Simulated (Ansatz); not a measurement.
AlN:
```
CELL_PARAMETERS angstrom
      3.29235     0.00000     0.00000
     -1.64617     2.85126     0.00000
      0.00000     0.00000     4.13695
ATOMIC_POSITIONS crystal
  Al 0.33333 0.66667 0.75000
  Al 0.66667 0.33333 0.25000
  N  0.33333 0.66667 0.25000
  N  0.66667 0.33333 0.75000
```

Relaxed with r²SCAN.

### Question
Map the valence electron density (e/Å³), cut off at 1 on the plane through (0.333, 0.667, 0.750) spanned by u = [1, 1, 0] and v = [1, -1, 0] in lattice vectors, from r²SCAN (plane waves, PAW; program Ansatz).

### Answer
x is the fraction of u, y of v (the angle between them is 90°; rows are the nearest grid lines); atoms in the plane: Al at (0.00, 0.00), Al at (0.50, 0.50), N at (0.00, 0.33), N at (0.50, 0.83).
```
|00012334443321000|
|00013578987531000|
|00147999999974100|
|01248999999984210|
|01248999999984210|
|00136999999963100|
|00013699999631000|
|00012368986321000|
|00001234543210000|
|00001122222110000|
|11111000000011111|
|32221000000012223|
|66542100000124566|
|99974200000247999|
|99998421012489999|
|99998421012489999|
|99997311011379999|
|99995210001259999|
|99842100000124899|
|76431000000013467|
|33221000000012233|
|11110000000001111|
|00001112221110000|
|00012334443321000|
```
Scale: ten equal steps from 0.051 (start of '0') to 1.00 (end of '9'), in the order '0123456789'; x runs from 0.000 to 1.00, y from 0.000 (bottom) to 1.00 (top).

The density is the valence pseudo-density with augmentation charge, so density and ELF within about 1 Å of a nucleus are not all-electron values.

Space group P6_3/mmc. The workflow started from a Materials Project entry (that database holds measured and hypothetical structures alike); the Crystallography Open Database copy checked does not list it. It is not the phase usual at ambient conditions (space group No. 186, 216). Symmetry was held in the r²SCAN relaxation; its stability against distortions is not shown here.

Potentials: the later of the program's two PAW sets.
